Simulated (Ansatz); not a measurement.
Rb₂TiCl₆:
```cif
data_Cl6Rb2Ti
_chemical_formula_sum 'Rb2 Ti1 Cl6'
_space_group_name_H-M_alt 'P 1'
_space_group_IT_number 1
_cell_length_a 7.07623
_cell_length_b 7.07623
_cell_length_c 7.07623
_cell_angle_alpha 60.000
_cell_angle_beta 60.000
_cell_angle_gamma 60.000
loop_
_space_group_symop_operation_xyz
  'x, y, z'
loop_
_atom_site_label
_atom_site_type_symbol
_atom_site_fract_x
_atom_site_fract_y
_atom_site_fract_z
_atom_site_occupancy
Rb1 Rb 0.25000 0.25000 0.25000 1
Rb2 Rb 0.75000 0.75000 0.75000 1
Ti1 Ti 0.00000 0.00000 0.00000 1
Cl1 Cl 0.76508 0.76508 0.23492 1
Cl2 Cl 0.23492 0.23492 0.76508 1
Cl3 Cl 0.23492 0.76508 0.76508 1
Cl4 Cl 0.76508 0.23492 0.23492 1
Cl5 Cl 0.76508 0.23492 0.76508 1
Cl6 Cl 0.23492 0.76508 0.23492 1
```

Relaxed with r²SCAN. DFT-r²SCAN in the program Ansatz with PAW potentials gives a gap of 2.45 eV.

Task: What gap does HSE06 give on the same cell (Ansatz, PAW)?

Result: 3.50 eV, 1.05 eV more. The hybrid was solved on a coarser mesh and at special points; the gap given is the minimum over both.

| k | v1 r²SCAN | c1 r²SCAN | v1 HSE06 | c1 HSE06 |
|---|---|---|---|---|
| Γ | 0.00 | 2.50 | ? | ? |
| X | -0.02 | 2.45 | -0.02 | 3.50 |
| L | -0.25 | 2.56 | ? | ? |
| W | -0.28 | 2.61 | ? | ? |
| K | -0.15 | 2.53 | ? | ? |

Task: Top valence (v1) and lowest conduction level (c1) in eV from each method's valence maximum (which need not be a listed point): supply the withheld HSE06 values.

Result: 
- W, v1 HSE06: -0.30
- W, c1 HSE06: 3.67
- K, v1 HSE06: -0.15
- K, c1 HSE06: 3.58
- L, v1 HSE06: -0.26
- L, c1 HSE06: 3.61
- Γ, v1 HSE06: 0.00
- Γ, c1 HSE06: 3.54

Cost on shared cores: the r²SCAN run (SCF on a 5×5×5 mesh, then bands and DOS) roughly 110 core-seconds, the HSE06 run (SCF on 3×3×3, then a few points) about 5 core-minutes (a rough figure); the tasks are unlike.

Space group Fm-3m. The workflow started from a Materials Project entry (that database holds measured and hypothetical structures alike); the Crystallography Open Database files this formula in space group No. 225, but the cells were not matched. Whether it is the stable phase at ambient conditions was not checked. The r²SCAN relaxation kept the symmetry of its start; its stability against distortions is not shown here. No spin polarisation was allowed. Scalar-relativistic: spin–orbit coupling is off unless named, which matters more the heavier the elements.

Potentials: the later of the program's two PAW sets.
